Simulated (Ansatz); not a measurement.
AlRu:
```xyz
4
Lattice="1.4932 -4.5808 0.0000 1.4932 4.5808 0.0000 0.0000 0.0000 4.1211" Properties=species:S:1:pos:R:3 pbc="T T T"
Al     1.4932    -0.8507     1.0303
Ru     1.4932    -3.3334     1.0303
Al     1.4932     0.8507     3.0908
Ru     1.4932     3.3334     3.0908
```

Relaxed with PBE. Special points in fractions of this cell's reciprocal vectors: Γ (0.000, 0.000, 0.000); Y (-0.500, 0.500, 0.000); C0 (-0.277, 0.723, 0.000); Σ0 (0.277, 0.277, 0.000); Z (0.000, 0.000, 0.500); A0 (0.277, 0.277, 0.500); E0 (-0.277, 0.723, 0.500); T (-0.500, 0.500, 0.500); S (0.000, 0.500, 0.000); R (0.000, 0.500, 0.500).

List the band energies nearest the Fermi level at these points for DFT-PBE in the program Ansatz with PAW potentials.

In eV from the Fermi level; about four levels below and three above (degenerate sets whole), none deeper than 8.9 eV; points with the same levels are listed once.

```tsv
k	below	above
Γ	-0.72 -0.72 -0.57 -0.57 -0.48	0.27 3.02 5.62
Y	-1.82 -1.15 -1.11 -0.13	0.10 3.28 3.39
C0	-1.74 -1.29 -1.24 -0.07	1.06 2.13 5.03
Z	-1.50 -1.50 -1.50 -1.50	0.16 0.16 2.55 2.55
A0	-1.81 -1.81 -1.12 -1.12	0.48 0.48 2.07 2.07
T	-0.92 -0.92 -0.54 -0.54	1.01 1.01 7.69 7.69
S	-2.00 -1.65 -0.12 -0.02	1.21 2.07 4.42
R	-1.96 -1.96 -1.08 -1.08	0.69 0.69 2.52 2.52
```

Space group Cmcm. The start of the workflow was typed in or built on a structure type; neither database checked (COD, Materials Project) lists it. COD files the formula under space group No. 221. Whether it is the stable phase at ambient conditions was not checked. The PBE relaxation kept the symmetry of its start; its stability against distortions is not shown here. No spin polarisation was allowed. Spin–orbit coupling is left out wherever it is not named.

Potentials: the earlier of the program's two PAW sets.
